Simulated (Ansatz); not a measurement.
# Calculated with Ansatz: VMo2Se4, single run

Input:

```yaml
crystal:
  lattice:
    - [0.0, 3.363023, 0.0]
    - [6.182517, 0.0, 0.0]
    - [-2.783401, 1.681512, -6.056227]
  atoms:
    - { symbol: Se, position: [0.3675, 0.9726, 0.265] }
    - { symbol: Se, position: [0.6325, 0.0274, 0.735] }
    - { symbol: V, position: [0.0, 0.0, 0.0] }
    - { symbol: Se, position: [0.8938, 0.4493, 0.2124] }
    - { symbol: Se, position: [0.1062, 0.5507, 0.7876] }
    - { symbol: Mo, position: [0.2561, 0.6904, 0.4878] }
    - { symbol: Mo, position: [0.7439, 0.3096, 0.5122] }
  symmetry: { tolerance: 0.0003 }
kpoints:
  mp_grid: { grid: [6, 3, 6], shift: [0, 0, 0] }
magnetization:
  spin_polarized: false
scf:
  occupations: { method: fermi_dirac, width: 0.01 }
hamiltonian:
  pseudopotentials: { kind: paw }
  xc: r2scan
basis:
  ecutwfc: 500
output:
  forces: true
  stress: true
  eigenvalues: true
```

Run with:

```bash
ansatz run input.yaml --threads 1 --pin off --max-ram 2560MiB --backend cpu --events-out ev --progress --plain --runs-dir out
```

Origin of the cell: a known structure type with other elements, at an estimated volume, so it need not be a known compound.

Output (shortened):

```
SCF iter   1: F=—  HF=-34768.446352 eV  Δρ=1.36e-2  dr2=2.93e-1  dr2_τ=9.10e-2  defer=2
SCF iter   2: F=—  HF=-34768.573514 eV  Δρ=7.10e-3  dr2=4.83e-2  dr2_τ=1.38e-2  defer=110
SCF iter   3: F=—  HF=-34768.570777 eV  Δρ=2.64e-3  dr2=8.60e-3  dr2_τ=4.55e-4  defer=110
SCF iter   4: F=—  HF=-34768.570858 eV  Δρ=9.89e-4  dr2=2.05e-3  dr2_τ=1.29e-4  defer=76
SCF iter   5: F=—  HF=-34768.570792 eV  Δρ=4.23e-4  dr2=4.10e-4  dr2_τ=2.07e-5  defer=76
SCF iter   6: F=—  HF=-34768.570747 eV  Δρ=2.26e-4  dr2=8.06e-5  dr2_τ=1.70e-6  defer=76
SCF iter   7: F=—  HF=-34768.570746 eV  Δρ=6.12e-5  dr2=6.85e-6  dr2_τ=2.80e-7  defer=76
SCF iter   8: F=—  HF=-34768.570745 eV  Δρ=2.08e-5  dr2=2.11e-7  dr2_τ=2.33e-8  defer=76
SCF iter   9: F=-34768.570745 eV  HF=-34768.570745 eV  Δρ=9.18e-6  dr2=9.26e-8  dr2_τ=4.15e-9
SCF 1 converged in 9 iterations: F = -34768.570745 eV  dr2 = 9.26e-8
SCF converged after 9 iterations
Free energy (F): -34768.570745 eV
Harris-Foulkes:  -34768.570745 eV  (|F-HF|=4.17e-8)
Internal energy: -34768.569371 eV  (E = F + TS)
E sigma→0 (E₀):  -34768.570058 eV
Entropy (-TS):   -0.001375 eV (-0.196 meV/atom)
Fermi energy:    14.729394 eV
--- Per-component energies (eV) ---
  E_band       = -1746.390414
  E_kinetic    = 1700.981935
  E_local      = -11638.552972  (includes V_loc(G=0)·N_el)
  E_nonlocal   = -2135.364949
  E_hartree    = 5527.544714
  E_xc         = -879.788566
  E_vxc        = -1122.880612  (∫ρ·V_xc dr)
  E_paw        = -15259.866651  (= ΣΔE_a)
  E_vpaw       = 327.998668  (= ΣTr[D̂ρ^β])
  E_aug_tail   = -0.000645  (compensation charges beyond the density's cutoff)
  E_vtau       = 66.342560  (kinetic-family band-sum trace: ∫τ·v_τ [+ j·A + Jᵃ·Aᵃ] dr)
  E_ewald      = -12075.754968
  E_core_change = -7.767269  (= ΣΔE_core)
  E_smearing   = -0.001375  (= −TS)
  Σ components = -34768.570745   (vs F -34768.570745, Δ=0.00e0)
--- Forces (eV/Å), atoms counted from 1 ---
  atom   1  Se    -0.490008     0.000000    -0.224175
  atom   2  Se     0.490008    -0.000000     0.224175
  atom   3  V      0.000000     0.000000     0.000000
  atom   4  Se    -0.357870    -0.000000     0.438367
  atom   5  Se     0.357870     0.000000    -0.438367
  atom   6  Mo    -0.825212     0.000000    -0.069414
  atom   7  Mo     0.825212    -0.000000     0.069414
  max |Σ_I F_I| component: 5.55e-17 eV/Å
--- Stress (GPa, compression-positive) ---
        1.494297       0.000000      -0.971489
        0.000000      -0.331154      -0.000000
       -0.971581      -0.000000       4.443904
  P = ⅓ Tr σ = 1.8690 GPa (18.690 kbar)
```

Caveats: no spin polarisation, so a magnetic state may lie lower; the k mesh is coarse if the cell is a metal.

The run took 33 s on 1 thread of Arm Neoverse V2, with other jobs on the host, peak memory 0.82 GiB, from the program's own first density.
